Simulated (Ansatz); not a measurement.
**Field gradients of HfO2 with nitrogen replacing O from run to run**

Cell of run 1: a supercell of HfO2 (baddeleyite type, P2_1/c) built from a computed structure from the Materials Project (it need not be an observed phase), with all atoms left at the host's positions.

```yaml
crystal:
  lattice:
    - [-0.87617, 5.15064, 5.20295]
    - [4.21801, 0.00000, 5.20295]
    - [5.09418, 5.15064, 0.00000]
  atoms:
    - { symbol: Hf, position: [0.44492, 0.26299, 0.01315] }
    - { symbol: Hf, position: [0.94492, 0.76299, 0.51315] }
    - { symbol: Hf, position: [0.51315, 0.27895, 0.44492] }
    - { symbol: Hf, position: [0.01315, 0.77895, 0.94492] }
    - { symbol: Hf, position: [0.05508, 0.23701, 0.48685] }
    - { symbol: Hf, position: [0.55508, 0.73701, 0.98685] }
    - { symbol: Hf, position: [0.98685, 0.22105, 0.05508] }
    - { symbol: Hf, position: [0.48685, 0.72105, 0.55508] }
    - { symbol: O, position: [0.63655, 0.34202, 0.10597] }
    - { symbol: O, position: [0.13655, 0.84202, 0.60597] }
    - { symbol: O, position: [0.10597, 0.41545, 0.13655] }
    - { symbol: O, position: [0.60597, 0.91545, 0.63655] }
    - { symbol: O, position: [0.86345, 0.15798, 0.39403] }
    - { symbol: O, position: [0.36345, 0.65798, 0.89403] }
    - { symbol: O, position: [0.39403, 0.08455, 0.36345] }
    - { symbol: O, position: [0.89403, 0.58455, 0.86345] }
    - { symbol: N, position: [0.30433, 0.04193, 0.02643] }
    - { symbol: O, position: [0.80433, 0.54193, 0.52643] }
    - { symbol: O, position: [0.02643, 0.12731, 0.80433] }
    - { symbol: O, position: [0.52643, 0.62731, 0.30433] }
    - { symbol: O, position: [0.19567, 0.45807, 0.47357] }
    - { symbol: O, position: [0.69567, 0.95807, 0.97357] }
    - { symbol: O, position: [0.47357, 0.37269, 0.69567] }
    - { symbol: O, position: [0.97357, 0.87269, 0.19567] }
```

Sites (sets of like atoms) are named by element and the number of their first atom in this list.

Relaxed positions (PBE, cell held):

```
CELL_PARAMETERS angstrom
-0.87617 5.15064 5.20295
4.21801 0.00000 5.20295
5.09418 5.15064 0.00000
ATOMIC_POSITIONS crystal
Hf 0.43948 0.25701 0.01194
Hf 0.94677 0.76288 0.51338
Hf 0.51723 0.27753 0.44004
Hf 0.01395 0.77895 0.94368
Hf 0.05849 0.23418 0.48446
Hf 0.54844 0.74288 0.98770
Hf 0.98966 0.21987 0.05666
Hf 0.48999 0.71954 0.55565
O 0.63117 0.34507 0.10477
O 0.14259 0.84239 0.59880
O 0.09517 0.42628 0.14599
O 0.60545 0.91442 0.63763
O 0.86038 0.15634 0.40124
O 0.35857 0.65899 0.89341
O 0.39882 0.08271 0.36525
O 0.90544 0.58300 0.85751
N 0.29685 0.02999 0.05090
O 0.80484 0.53014 0.54537
O 0.03754 0.12473 0.80071
O 0.55277 0.61819 0.30211
O 0.20048 0.46810 0.45669
O 0.70065 0.96894 0.95114
O 0.46181 0.37816 0.69337
O 0.94344 0.87972 0.20159
```

All runs are DFT with Ansatz 0.2.0 (plane waves and PAW, scalar-relativistic unless spin–orbit coupling is named, Γ-centred meshes, Fermi–Dirac smearing where given) in this cell, at cell charge -1.

Run 1: PBE, atoms at the host's positions; 420 eV, 3×3×3 k-points, smearing 0.01 eV.
Run 2: PBE, atoms relaxed; 420 eV, 3×3×3 k-points, smearing 0.01 eV.
Run 3: r2SCAN, at the relaxed atoms; 500 eV, 3×3×3 k-points, smearing 0.01 eV.

```json
{"run": "1", "Hf1 V_zz (η)": "-16.88 (0.97)", "Hf6 V_zz (η)": "-19.31 (0.82)", "N V_zz (η)": "2.44 (0.53)"}
{"run": "2", "Hf1 V_zz (η)": "?", "Hf6 V_zz (η)": "?", "N V_zz (η)": "?"}
{"run": "3", "Hf1 V_zz (η)": "-14.83 (0.49)", "Hf6 V_zz (η)": "18.20 (0.70)", "N V_zz (η)": "2.21 (0.59)"}
```

V_zz in 10²¹ V/m²; 3 of the 24 sets of like atoms are followed.

(1) Estimate the row of run 2.

Results:

(1) Hf1: -14.71 (0.49); Hf6: 18.26 (0.75); N: 2.19 (0.62). It lies nearest to run 3, from whose tensors on these sites it differs by 0.68 at most (largest principal value of the difference, on Hf6). Taken one at a time, the positions of the atoms (as given or relaxed) move the tensors on these sites by up to 6.55 (largest principal value of the change, on Hf6), the functional (r2SCAN with its higher cutoff) by 0.68 (Hf6). On some sites the largest principal value moves to another axis from run to run, and the sign of V_zz can flip with it.

The defect repeats with the cell of 24 atoms, so it feels its images: sites between two images don't show the values beside a lone defect, and zeros or small values of η there can come from the images' arrangement. Hf carries a gradient in the pure host already, so the values there aren't the defect's effect alone. A uniform background compensates the cell's charge. Without spin–orbit coupling the gradients at and beside Hf can be off by some per cent, at some sites by more. In run 1 the atoms aren't at the calculated equilibrium (largest force 1.9 eV/Å).
